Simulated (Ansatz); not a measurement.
The elements of this relaxed trial crystal are hidden behind letters.

```
lattice vectors (Å)
   2.1257    1.2273   17.4090
  -2.1257    1.2273   17.4090
   0.0000   -2.4546   17.4090
fractional positions
X 0.0030 0.0030 0.0030
X 0.1973 0.1973 0.1973
X 0.6001 0.6001 0.6001
Z 0.4022 0.4022 0.4022
Z 0.7980 0.7980 0.7980
Q 0.0543 0.0543 0.0543
Q 0.4500 0.4500 0.4500
Q 0.8456 0.8456 0.8456
Q 0.2483 0.2483 0.2483
Q 0.6512 0.6512 0.6512
```

Theory: DFT PBE, scalar-relativistic, plane waves, PAW (Ansatz 0.2.0). Plane waves to 420 eV, a 12×12×12 mesh through Γ for the 10-atom cell and 0.10 eV Gaussian smearing; no spin polarisation.

| Quantity | Value |
| --- | --- |
| Space group | R3m (No. 160) |
| Conventional cell | a = 4.251 Å, c = 52.227 Å |
| Volume per atom | 27.25 Å³ |
| Density | 5.23 g/cm³ |
| Energy over the elements | −0.26 eV/atom |
| Gap on the 12×12×12 mesh of the 10-atom cell | 0 eV (the bands meet within 0.015 eV) |

Energies are uncorrected and count from the elements' standard states at the same level.

Question: X is a p-block element of period 5, Z is a p-block element of period 4 and Q is a p-block element of period 4. Which elements are they?

Answer: X = In, Z = Ga, Q = As, so the formula is In3Ga2As5. Density times volume gives a mean mass of 5.23 × 27.25/1.6605 = 85.8 u per atom, and this set has 85.9 u. In on its first site has 4 As at 2.64–2.68 Å; Ga on its first site has 4 As at 2.50–2.57 Å; As on its first site is surrounded by 3 Ga at 2.57 Å and 1 In at 2.68 Å; 7 more sites not described. Other sets within the hints have nearly the same mass, so mass alone doesn't settle it; this one was computed.

The zero gap may come from the functional, which often closes small gaps. A structure relaxed within its symmetry needn't be a true minimum.
